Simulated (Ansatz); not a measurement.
Consider the following.

SnO (litharge type, space group P4/nmm)

```
SnO
1.0
    3.79339     0.00000     0.00000
    0.00000     3.79339     0.00000
    0.00000     0.00000     4.76431
Sn O
2 2
Direct
  0.50000   0.00000   0.24059
  0.00000   0.50000   0.75941
  0.00000   0.00000   0.00000
  0.50000   0.50000   0.00000
```

E(V) scan at fixed shape, V₀ the volume above. The atoms relax within the cell's symmetry.

The numbers are results of r2SCAN+rVV10 (plane waves to 500 eV, PAW, scalar-relativistic; Ansatz, a program for electronic structure), not measurements. k mesh 9×9×7 (Γ-centred), Fermi-Dirac smearing 0.05 eV. E stands for the smeared free energy. Stress and pressure are positive under compression. With the shape held, the modulus is that of even scaling; a crystal free to change shape is softer. At this level the bands of SnO touch or barely overlap; measurements give the solid a gap. SnO was relaxed with its symmetry unable to fall. The zero of ΔE is the relaxed starting cell.

The scan covers V/V₀ from 0.840 to 1.160 in 11 points.

Problem. What is ΔE at V/V₀ = 1.160?

Solution. 60 meV/atom.

Problem. What pressure does the cell carry at V/V₀ = 0.840?

Solution. 13.5 GPa.

Problem. What is ΔE at V/V₀ = 0.840?

Solution. 95 meV/atom.

(A scan under strain: stresses follow from slopes of the energy per volume, elastic moduli from its curvatures.)
